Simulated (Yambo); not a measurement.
Yambo run on AlBO3 (space group R-3c, No. 167). The wavefunctions are norm-conserving PBEsol (Quantum ESPRESSO, 84 Ry, scalar-relativistic) ones on a 4×4×4 mesh (24 occupied bands); a = b = c = 5.3144 Å, α = β = γ = 50.16°.

Yambo input:

```
rim_cut
gw0
dyson
el_el_corr
HF_and_locXC
ppa
em1d
RandQpts= 1000000
RandGvec= 1 Ry
EXXRLvcs= 84 Ry
VXCRLvcs= 336 Ry
Chimod= "HARTREE"
% BndsRnXp
 1 | 99 |
%
NGsBlkXp= 4 Ry
% LongDrXp
 1.0 | 1.0 | 1.0 |
%
PPAPntXp= 27.2114 eV
% GbndRnge
 1 | 99 |
%
GTermKind= "BG"
DysSolver= "n"
ExtendOut
% QPkrange
 1 | 1 | 24 | 24 |
 8 | 8 | 24 | 25 |
%
```

k points by index: 1 = Γ, 8 = (0.25, 0.25, 0.25).

Table of the .qp output:

```
#    K-point    Band    Eo [eV]    E [eV]    E-Eo [eV]    Vxc [eV]    Vnlxc [eV]    Sc|Eo [eV]    Sc|E [eV]    dSc/dw|Eo [eV]    Re(Z)    Im(Z)
#
    1    24    0.000000    -1.224525    -1.224525    -20.40823    -26.31093    4.415224    4.678181    -5.842930    0.823231    -0.978825E-3
    8    24    -0.193280    -1.440256    -1.246976    -20.26096    -26.18276    4.407109    4.674821    -5.841499    0.823267    -0.986073E-3
    8    25    5.745380    7.188981    1.443601    -11.75100    -6.121299    -3.944977    -4.186099    -4.544820    0.856883    -0.800101E-3
```
(The two width columns are left out.) Convergence of these settings isn't established.

Geometry of the Materials Project entry, not relaxed at this level.
